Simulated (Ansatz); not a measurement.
Computed with DFT PBE, scalar-relativistic, plane waves, PAW (Ansatz). All cells share a 420 eV cutoff and Γ-centred k meshes spaced at most about 0.3 Å⁻¹ (about 0.25 or finer for metals, 2π included). No spin polarisation in the final relaxations.

These are static total energies at zero pressure.

Compare these two cells of Sc4Al, each relaxed at this level.

A.

```
CELL_PARAMETERS angstrom
-3.53455 3.53455 2.23650
3.53455 -3.53455 2.23650
3.53455 3.53455 -2.23650
ATOMIC_POSITIONS crystal
Sc 0.80086 0.39155 0.19241
Sc 0.39155 0.19914 0.59070
Sc 0.60845 0.80086 0.40930
Sc 0.19914 0.60845 0.80759
Al 0.00000 0.00000 0.00000
```

B.

```
CELL_PARAMETERS angstrom
2.47365 1.42816 5.27376
-2.47365 1.42816 5.27376
0.00000 -2.85632 5.27376
ATOMIC_POSITIONS crystal
Sc 0.68356 0.68356 0.68356
Sc 0.10485 0.10485 0.10485
Sc 0.89515 0.89515 0.89515
Sc 0.31644 0.31644 0.31644
Al 0.50000 0.50000 0.50000
```

**Question.** Which is lower in energy, and by how much?

**Answer.** B is lower, by 37 meV/atom. A has Sc and Al ordered on fcc sites, space group I4/m (No. 87), 22.4 Å³/atom and no gap on its mesh; B has Sc and Al ordered on bcc sites, space group R-3m (No. 166), 22.4 Å³/atom and no gap. Counting all near atoms (those within 1.25 times the shortest distance at each site; a slash parts the counts of unlike sites), A has Sc 12, Al 12 and B has Sc 11/14, Al 8. In A, Sc has 9 Sc at 3.09–3.21 Å and 3 Al at 3.11–3.18 Å; Al has 12 Sc at 3.11–3.18 Å. In B, Sc on its first site has 1 Al at 2.90 Å, 3 Sc at 2.91 Å, 7 Sc at 3.18–3.45 Å and 3 Al at 3.71 Å; around Sc on its second site lie 3 Al at 3.02 Å and 11 Sc at 3.18–3.46 Å; Al has 8 Sc at 2.90–3.02 Å and 6 Sc at 3.71 Å. Both come from invented guesses.
